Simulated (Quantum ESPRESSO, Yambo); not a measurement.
Cs2LiYCl6 (space group Fm-3m, No. 225). The geometry is that of Materials Project entry mp-567652, symmetrised and not relaxed again. Chain: PBEsol (Quantum ESPRESSO, PseudoDojo norm-conserving, 74 Ry, scalar-relativistic); G0W0 in Yambo (2×2×2 Γ-centred k mesh, bands 3 to 418 and a 7 Ry block in the screening, 418 bands in G with the Bruneval-Gonze terminator, plasmon pole fitted at 27.2 eV); BSE (4×4×4 mesh, 18 valence and 11 conduction bands, static screening with 146 bands and a 3 Ry block, scissor 3.15 eV, Tamm-Dancoff).

```
Quantity                                                                   Value
-----------------------------------------------  -------------------------------
PBEsol gap (dense path)                                                  4.83 eV
PBEsol gap Γ → Γ on the GW mesh                                          4.83 eV
PBEsol smallest direct gap on the GW mesh, at Γ                          4.83 eV
G0W0 direct gap at that point                                            7.98 eV
G0W0 correction to the gap Γ → Γ                                         3.15 eV
direct gap on the BSE mesh, with the scissor                             7.98 eV
first BSE state allowed for light along x                                6.74 eV
lowest BSE state                                                         6.46 eV
binding of the lowest exciton                                            1.51 eV
RPA electronic dielectric constant along x       2.75 (4×4×4 mesh, PBEsol bands)
```

Rough cost of the Yambo steps against G0W0 for 6 states: BSE about 4×, one RPA spectrum about 1/5.

Nearest settings tried, and what they do to the gap: 149 bands in G: +43 meV; 187 bands in W: +51 meV; 6 Ry block (537 vectors against 645): -30 meV. Not varied: mesh. So the settings aren't converged at that level. The k mesh is coarse. The BSE states are vertical excitations (zero momentum). Convergence of the RPA response with its 4×4×4 mesh was not tested. Convergence of the binding with the mesh was not shown.
